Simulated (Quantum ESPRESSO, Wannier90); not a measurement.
Wannierisation of Ba₂ZnN₂ (I4/mmm)

Cell from Materials Project (mp-9307), symmetrised, no further relaxation. COD (Crystallography Open Database) has an entry of this formula and space group (matched by these alone). Method: LDA plane waves in Quantum ESPRESSO 7.5 (PseudoDojo norm-conserving files, 68 Ry, no spin polarisation, no spin-orbit coupling), Bloch states on a 4×4×4 mesh through Γ, Wannier90 4.0.1. Density: 8×8×8 mesh, Gaussian smearing 0.01 Ry. Spin-orbit coupling is left out although heavy elements are present.

```
begin unit_cell_cart
ang
    0.0000000000   -4.1967500000    0.0000000000
    4.1967500000    0.0000000000    0.0000000000
   -2.0983750000    2.0983750000    6.4918700000
end unit_cell_cart
mp_grid = 4 4 4
```

Task: Which shells of neighbouring k-points and which b-vectors and weights does Wannier90 pick for this cell and mesh?

Result: 
```
 *---------------------------------- K-MESH ----------------------------------*
 +----------------------------------------------------------------------------+
 |                    Distance to Nearest-Neighbour Shells                    |
 |                    ------------------------------------                    |
 |          Shell             Distance (Ang^-1)          Multiplicity         |
 |          -----             -----------------          ------------         |
 |             1                   0.241964                      2            |
 |             2                   0.393356                      8            |
 |             3                   0.483927                      2            |
 |             4                   0.521365                      8            |
 |             5                   0.529324                      4            |
 |             6                   0.582006                      8            |
 |             7                   0.711342                      8            |
 |             8                   0.717196                      8            |
       ... (lines left out)
 +----------------------------------------------------------------------------+
 | The b-vectors are chosen automatically                                     |
 | The following shells are used:                       1,  2                 |
 +----------------------------------------------------------------------------+
 |                        Shell   # Nearest-Neighbours                        |
 |                        -----   --------------------                        |
 |                          1               2                                 |
 |                          2               8                                 |
 +----------------------------------------------------------------------------+
 | Completeness relation is fully satisfied [Eq. (B1), PRB 56, 12847 (1997)]  |
 +----------------------------------------------------------------------------+
 |                  b_k Vectors (Ang^-1) and Weights (Ang^2)                  |
 |                  ----------------------------------------                  |
 |            No.         b_k(x)      b_k(y)      b_k(z)        w_b           |
 |            ---        --------------------------------     --------        |
 |             1         0.000000    0.000000    0.241964     6.755695        |
 |             2         0.000000    0.000000   -0.241964     6.755695        |
 |             3         0.374289    0.000000    0.120982     1.784541        |
 |             4         0.000000   -0.374289    0.120982     1.784541        |
 |             5         0.374289    0.000000   -0.120982     1.784541        |
 |             6         0.000000   -0.374289   -0.120982     1.784541        |
 |             7        -0.374289    0.000000   -0.120982     1.784541        |
 |             8        -0.374289    0.000000    0.120982     1.784541        |
 |             9         0.000000    0.374289   -0.120982     1.784541        |
 |            10         0.000000    0.374289    0.120982     1.784541        |
```
